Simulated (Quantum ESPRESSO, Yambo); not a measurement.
## Levels of theory for the gap of CsCdCl3

CsCdCl3 (cubic perovskite, space group Pm-3m, No. 221): one geometry, one set of PBEsol (pw.x of Quantum ESPRESSO, ONCV potentials, with spin-orbit coupling) orbitals, self-energies from Yambo (2×2×2 Γ-centred k mesh, bands 9 to 312 and a 6 Ry block in the screening, 312 bands in G with the Bruneval-Gonze terminator, plasmon pole fitted at 27.2 eV).

The geometry is that of Materials Project entry mp-568544, symmetrised and not relaxed again.

```json
[
 {"level": "PBEsol (Quantum ESPRESSO)", "gap R → Γ (eV)": "1.62", "direct gap at Γ (eV)": "2.06", "rough Yambo cost": "–"},
 {"level": "exchange only (Hartree-Fock self-energy on PBEsol orbitals)", "gap R → Γ (eV)": "10.11", "direct gap at Γ (eV)": "10.93", "rough Yambo cost": "about 1/10 (11 states)"},
 {"level": "static COHSEX@PBEsol", "gap R → Γ (eV)": "4.32", "direct gap at Γ (eV)": "5.16", "rough Yambo cost": "within a factor of two (3 states)"},
 {"level": "G0W0@PBEsol, plasmon pole", "gap R → Γ (eV)": "3.81", "direct gap at Γ (eV)": "4.45", "rough Yambo cost": "1 (11 states)"}
]
```

Bare exchange has no screening and gives the widest gap; static COHSEX screens it but leaves out the frequency dependence, which G0W0 restores.

Costs are rough ratios of core time on shared machines.

Nearest settings tried, and what they do to the gap: 206 bands in W, 206 bands in G: +140 meV; 5 Ry block (203 vectors against 257): -23 meV. Not varied: mesh. So the settings aren't converged at that level. The k mesh is coarse.

The cell is held in this high symmetry; tilts and polar distortions were not searched.
